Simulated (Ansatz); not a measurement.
The relaxed structure here is a generated cell of Ba: the first start was made by placing the elements on the sites of a structure type, and the end was not matched to a known phase here, so it may be hypothetical. Known forms of Ba include space group No. 229.

A relaxed cell of Ba (Fd-3m (No. 227)), relaxed on a k-mesh at least as fine as the one used below. Method: PBE (plane waves to 420 eV, PAW, scalar-relativistic; Ansatz, a program for electronic structure). Γ-centred k-mesh 7×7×7 on the run's cell (coarser than for final values), Fermi–Dirac smearing 0.05 eV.

```yaml
crystal:
  lattice:
    - [0.00000, 7.68095, 7.68095]
    - [3.84048, 3.84048, 7.68095]
    - [3.84048, 3.84048, 0.00000]
  atoms:
    - { symbol: Ba, position: [0.00000, 0.25000, 0.25000] }
    - { symbol: Ba, position: [0.50000, 0.25000, 0.25000] }
    - { symbol: Ba, position: [0.00000, 0.00000, 0.00000] }
    - { symbol: Ba, position: [0.50000, 0.00000, 0.00000] }
```

The atoms are displaced along an unstable phonon of this cell by (Å):

```tsv
atom	ux	uy	uz
Ba1	-0.020	0.149	0.000
Ba2	0.020	-0.149	0.000
Ba3	0.149	-0.020	0.000
Ba4	-0.149	0.020	0.000
```

What forces (eV/Å) and pressure result?


```tsv
atom	Fx	Fy	Fz
Ba1	-0.02	0.16	-0.01
Ba2	0.02	-0.16	-0.01
Ba3	0.16	-0.02	0.01
Ba4	-0.16	0.02	0.01
```

Pressure 0.0 GPa.

The undisplaced cell is probably no minimum: from this displacement the run went on to I4/mmm (No. 139) at a tolerance of 0.01 Å, Im-3m (No. 229) at 0.1 Å, 0.95 eV/atom below it.

No spin polarisation in the result.
